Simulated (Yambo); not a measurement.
G0W0@LDA for BaTiO₃ (space group Amm2, No. 38) in Yambo. Reference settings: 4×4×4 Γ-centred k mesh, bands 2 to 128 and a 8 Ry block in the screening, 128 bands in G with the Bruneval-Gonze terminator, plasmon pole fitted at 27.2 eV. The LDA gap (-0.5, -0.5, -0.5) → Γ on this mesh is 2.13 eV; G0W0 gaps are taken between the same points.

Gap ((-0.5, -0.5, -0.5) → Γ) in eV against the number of bands and the screening block, terminator on:

| bands (W and G) | 2 Ry | 3 Ry | 5 Ry | 6 Ry | 8 Ry |
|---|---|---|---|---|---|
| 35 | 4.872 | 4.468 | 4.063 | 4.033 | 3.959 |
| 52 | 4.665 | 4.258 | 3.896 | 3.872 | 3.833 |
| 74 | 4.620 | 4.213 | 3.860 | 3.842 | 3.826 |
| 101 | 4.604 | 4.193 | 3.841 | 3.823 | 3.819 |
| 128 | 4.599 | 4.187 | 3.834 | 3.817 | 3.821 |

Rough cost of the Yambo step against the reference (shared machines):

| bands (W and G) | 2 Ry | 3 Ry | 5 Ry | 6 Ry | 8 Ry |
|---|---|---|---|---|---|
| 35 | 1/9 | 1/8 | 1/8 | 1/7 | 1/5 |
| 52 | 1/5 | 1/5 | 1/4 | 1/4 | 1/3 |
| 74 | 1/3 | 1/3 | 1/3 | 1/3 | ~1 |
| 101 | 1/2 | ~1 | ~1 | ~1 | ~1 |
| 128 | ~1 | ~1 | ~1 | ~1 | 1 |

At the largest block the last step in bands moves the gap by 0.002 eV; at the most bands the last step in the block moves it by 0.004 eV.

Geometry of the Materials Project entry, not relaxed at this level; primitive cell a = 3.9833 Å, b = 4.0573 Å, c = 4.0573 Å, α = 89.75°, β = 90.00°, γ = 90.00°.

This is not the ordinary phase of the substance.
